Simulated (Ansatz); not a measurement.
The calculation used DFT PBE, scalar-relativistic, plane waves, PAW in Ansatz 0.2.0. All cells share a 420 eV cutoff and Γ-centred k meshes spaced at most about 0.3 Å⁻¹ (about 0.25 or finer for metals, 2π included). No spin polarisation in the final relaxations.

These are static total energies at zero pressure.

Two forms of BaAs were relaxed alike.

A. Space group Cmcm (No. 63), orthorhombic, a = 4.780 Å, b = 11.444 Å, c = 5.042 Å. Ba has 2 As at 3.25 Å and 5 As at 3.52–3.60 Å; As has 2 As at 2.83 Å, 2 Ba at 3.25 Å and 5 Ba at 3.52–3.60 Å.

B. Space group Pm-3m (No. 221), cubic, a = 4.017 Å. Ba is surrounded by 8 As at 3.48 Å and 6 Ba at 4.02 Å; As has 8 Ba at 3.48 Å and 6 As at 4.02 Å.

Question: Which form is favoured at zero pressure, and by what margin per atom?

Answer: A is lower, by 72 meV/atom. A has the CrB type, space group Cmcm (No. 63), 34.5 Å³/atom and no gap on its mesh; B has the caesium chloride type, space group Pm-3m (No. 221), 32.4 Å³/atom and no gap. Counting As atoms around Ba (those within 1.25 times the shortest such distance or 1.15 times the sum of covalent radii), A has Ba 7 and B has Ba 8. The lower one is the more open, so pressure narrows the difference. Both come from invented guesses.

In Pm-3m an odd number of electrons in the primitive cell allows no gap without spin; a larger cell or a magnetic state could open one. A magnetic state wasn't ruled out in cells without spin, among them Pm-3m. Cells relaxed within their symmetry can be saddle points.
